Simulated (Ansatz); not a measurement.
Values for one crystal, relaxed and computed with the program Ansatz at the PBE level (PAW); other levels are named.

| Item | Value |
|---|---|
| Volume per atom | 18.65 Å³ |
| Electronic character | metallic (no gap) |
| Bulk modulus (Birch–Murnaghan fit) | 150 GPa |
| Pressure derivative B′ | 3.8 |
| Gap with spin–orbit coupling | none (metallic) |
| Formation energy from the elements (no fitted shifts) | 0.074 eV/atom |
| Density of states at the Fermi level | 2.0 states/eV per atom (mean over ±0.08 eV) |

Which compound is it?
(A) ZrMo, CsCl type
(B) MoRu, L1₀ or tetragonal B2
(C) AlNi, CsCl type
(D) FeCo, CsCl type

A, ZrMo, CsCl type

Space group Pm-3m (CsCl type). The start of the workflow was typed in or built on a structure type; neither database checked (COD, Materials Project) lists it. Whether it is the stable phase at ambient conditions was not checked. The cell was relaxed with PBE under the symmetry of its start; whether a distortion lowers the energy is not shown. No spin polarisation was allowed. The references are the lowest solids computed at this level, not always the standard phases. Spin–orbit coupling is left out wherever it is not named.

Potentials: the earlier of the program's two PAW sets.
